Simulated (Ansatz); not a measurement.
The relaxation started from an entry of Materials Project.

One stationary structure of Sr2H5Rh. Space group I4mm (No. 107). Computed with r2SCAN (plane waves to 500 eV, PAW, scalar-relativistic; Ansatz, an electronic-structure program).

```cif
data_H10Rh2Sr4
_chemical_formula_sum 'Sr4 H10 Rh2'
_space_group_name_H-M_alt 'I4mm'
_space_group_IT_number 107
_space_group_name_Hall 'I 4 -2'
_cell_length_a 5.33140
_cell_length_b 5.33140
_cell_length_c 7.74723
_cell_angle_alpha 90.000
_cell_angle_beta 90.000
_cell_angle_gamma 90.000
loop_
_atom_site_label
_atom_site_type_symbol
_atom_site_symmetry_multiplicity
_atom_site_Wyckoff_symbol
_atom_site_fract_x
_atom_site_fract_y
_atom_site_fract_z
_atom_site_occupancy
Sr1 Sr 4 b 0.00000 0.50000 0.24939 1
H1 H 8 c 0.27838 0.27838 0.49421 1
H2 H 2 a 0.00000 0.00000 0.23984 1
Rh1 Rh 2 a 0.00000 0.00000 0.00755 1
```
(The calculation used a cell of 8 atoms; values per cell refer to that cell.)

**Question.** Estimate the band gap that r2SCAN returns for this input.

**Answer.** 0.76 eV, indirect (valence top at 86 % of the way from Γ to X, conduction bottom at M) (no spin-orbit coupling).

**Question.** What smallest direct gap does r2SCAN give?

**Answer.** 0.83 eV at X.

No spin polarisation in the result.

The run could not lose the symmetry of its start; a randomly shaken copy of 8 atoms returns to this structure.
